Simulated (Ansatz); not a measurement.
**Be₂N: start and end of a relaxation**

The cell of Be₂N is invented: 4-connected net, bridging atoms on its edges (P6_3/mmc, No. 194). Lengths were set from tabulated atomic sizes, so they are only a guess.

start.xyz

```xyz
24
Lattice="5.1181 0.0000 0.0000 -2.5591 4.4324 0.0000 0.0000 0.0000 16.7157" Properties=species:S:1:pos:R:3 pbc="T T T"
Be    0.0000    0.0000    0.0000
Be    1.2795    3.6937    2.0895
Be   -1.2795    3.6937    2.0895
Be    0.0000    1.4775    2.0895
Be    0.0000    0.0000    8.3578
Be    2.5591    2.9550   10.4473
Be    3.8386    0.7387   10.4473
Be    1.2795    0.7387   10.4473
Be    1.2795    3.6937    6.2684
Be   -1.2795    3.6937    6.2684
Be    0.0000    1.4775    6.2684
Be    2.5591    2.9550   14.6262
Be    3.8386    0.7387   14.6262
Be    1.2795    0.7387   14.6262
Be    0.0000    2.9550    4.1789
Be    2.5591    1.4775   12.5368
N     0.0000    0.0000    1.5671
N     0.0000    0.0000    9.9249
N     0.0000    0.0000    6.7907
N     0.0000    0.0000   15.1486
N     0.0000    2.9550    2.6118
N     2.5591    1.4775   10.9697
N     0.0000    2.9550    5.7460
N     2.5591    1.4775   14.1039
```

Level of theory: Ansatz, DFT PBE, scalar-relativistic, plane waves, PAW. Cutoff 420 eV, Gaussian smearing, Γ-centred meshes. Cell and atoms relax on a converged mesh. In metals the finer mesh still leaves noise of several meV/atom or more. The steps can't lower the symmetry of their start. No spin polarisation.

end.xyz

```xyz
24
Lattice="5.1032 0.0000 0.0000 -2.5516 4.4195 0.0000 0.0000 0.0000 15.0201" Properties=species:S:1:pos:R:3 pbc="T T T"
Be    0.0000    0.0000    0.0000
Be    1.3681    3.7362    2.3915
Be   -1.3681    3.7362    2.3915
Be    0.0000    1.3666    2.3915
Be    0.0000    0.0000    7.5101
Be    2.5516    3.0529    9.9016
Be    3.9197    0.6833    9.9016
Be    1.1836    0.6833    9.9016
Be    1.3681    3.7362    5.1186
Be   -1.3681    3.7362    5.1186
Be    0.0000    1.3666    5.1186
Be    2.5516    3.0529   12.6286
Be    3.9197    0.6833   12.6286
Be    1.1836    0.6833   12.6286
Be    0.0000    2.9463    3.7550
Be    2.5516    1.4732   11.2651
N     0.0000    0.0000    1.5357
N     0.0000    0.0000    9.0458
N     0.0000    0.0000    5.9743
N     0.0000    0.0000   13.4844
N     0.0000    2.9463    2.0944
N     2.5516    1.4732    9.6045
N     0.0000    2.9463    5.4157
N     2.5516    1.4732   12.9257
```

The symmetry stays P6_3/mmc (No. 194). The volume per atom shrinks by 10.7 %, from 15.8 to 14.1 Å³. The shortest distance goes from 1.57 Å (Be–N) to 1.54 Å (Be–N). The energy falls by about 0.25 eV/atom (the start's value is from the coarse mesh).

```
Volume per atom                             : 14.11 Å³
Density                                     : 1.26 g/cm³
Energy over the elements                    : −0.32 eV/atom
Gap on the 12×12×4 mesh of the 24-atom cell : 0 eV (a metal)
```

Formation energies are uncorrected and refer to the elements' standard structures at the same level (N₂ as a molecule). It lies below the elements, which doesn't yet make it stable against other compounds or structures.

The last run used Gaussian smearing of 0.10 eV. The cell is a metal run without spin; a magnetic state may lie lower. Symmetry constrained the relaxation, so the result can be a saddle point. In all, the 3 runs took 26 min on 1 thread of Arm Neoverse V2 (shared host).
